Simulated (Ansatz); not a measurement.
## CdC$_{2}$S$_{2}$O$_{2}$: reading a single point

```
C Cd O S
1.0
     0.00000    3.99647    0.00000
     5.37773   -1.99823    0.00000
     0.58550    0.00000   -6.33552
C Cd O S
2 1 2 2
Cartesian
  3.2463 0.0000 -4.9031
  2.7169 1.9982 -1.4325
  0.0000 0.0000 0.0000
  4.3401 0.0000 -5.2978
  1.6232 1.9982 -1.0378
  1.7617 0.0000 -4.2942
  4.2015 1.9982 -2.0413
```

Method: r2SCAN, no spin polarisation; PAW, plane waves to 500 eV, 7×7×4 Γ-centred mesh, fermi-dirac occupations (width 0.1 eV) (Ansatz 0.2.0), atoms fixed.

**Electronic structure.** It is a metal, with about 4.3 states/eV a cell as the mean within 0.25 eV of the Fermi level, mostly C p (40 %), Cd s (19 %) and O p (17 %).
**Formation energy.** 0.11 eV an atom against the elements' usual phases (free molecules for gases, crystals otherwise, with no correction for O₂ or N₂), so at this geometry it isn't bound against them. Relaxing would lower it.
**Stress.** The pressure is 6.7 GPa (compression positive), so with the atoms held at these fractions the cell would first expand; the forces are large, so a full relaxation may end otherwise. The principal stresses 0.5, 2.9, 16.7 GPa differ, so its shape would change too.
**Charges.** Bader charges in e: Cd +0.67, C +0.49, S +0.41, O -1.23. In the mean Cd gives up most and O takes most.
**Forces.** The largest is on C1 (and as large on other atoms): 4.38 eV/Å, components (-3.42, 0.00, 2.73). It makes 161° with the line to a nearest neighbour, O4 at 1.16 Å, pointing away from it.

Origin: a known structure type with other elements, at an estimated volume, so it need not be a known compound. Caveats: many states at the Fermi level without spin polarisation, so a magnetic state may lie lower; atoms or cell far from equilibrium.
